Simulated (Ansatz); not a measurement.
Nb4N3 in space group I4/mmm (No. 139; Nb on 4c, Nb on 4e, N on 4d, N on 2a) at seven volumes, DFT-PBEsol in the program Ansatz with PAW potentials, shape and atoms relaxed at each. One row is withheld.

```
V (Å³/atom)  P (GPa)
-----------  -------
10.611         35.23
10.961         21.56
11.311          9.92
11.661          0.03
12.010         -8.39
12.360             ?
12.710        -21.55
```

**Question.** Fit the shown pressures and predict the withheld one.

**Answer.** P = (3/2)B₀(x^(7/2) − x^(5/2))[1 + (3/4)(B′ − 4)(x − 1)] with x = (V₀/V)^(2/3). Least squares on the six rows gives V₀ = 11.662 Å³/atom, B₀ = 303 GPa, B′ = 4.41. At V = 12.360, x = 0.9620 and P = -15.50 GPa. The run itself gave -15.52 GPa.

The workflow started from a Materials Project entry (that database holds measured and hypothetical structures alike); the Crystallography Open Database copy checked does not list it. Whether it is the stable phase at ambient conditions was not checked. The cell was relaxed with PBEsol under the symmetry of its start; of distortions, only those at the zone centre were tested. The run is not spin-polarised.

Potentials: the later of the program's two PAW sets.
